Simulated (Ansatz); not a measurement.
Data:

SnTe:
```cif
data_SnTe
_chemical_formula_sum 'Sn1 Te1'
_space_group_name_H-M_alt 'P 1'
_space_group_IT_number 1
_cell_length_a 4.49992
_cell_length_b 4.49992
_cell_length_c 4.49992
_cell_angle_alpha 60.000
_cell_angle_beta 60.000
_cell_angle_gamma 60.000
loop_
_space_group_symop_operation_xyz
  'x, y, z'
loop_
_atom_site_label
_atom_site_type_symbol
_atom_site_fract_x
_atom_site_fract_y
_atom_site_fract_z
_atom_site_occupancy
Sn1 Sn 0.50000 0.50000 0.50000 1
Te1 Te 0.00000 0.00000 0.00000 1
```

This is the HSE06-relaxed structure.

Q: All from HSE06 (plane waves, PAW; program Ansatz), unless another level is named. Predict the band gap.

A: 0.23 eV (direct).

Q: And the valence-band maximum?

A: at L.

Space group Fm-3m (rock salt). The cell was relaxed with HSE06 under the symmetry of its start. The volume moved by -29 % from the start of the relaxation. The hybrid was solved on a coarse mesh, the path and, where they were found, the r²SCAN edge points; its band edges are the extreme levels among these. Scalar-relativistic: spin–orbit coupling is off unless named, which matters more the heavier the elements.

Potentials: the later of the program's two PAW sets.
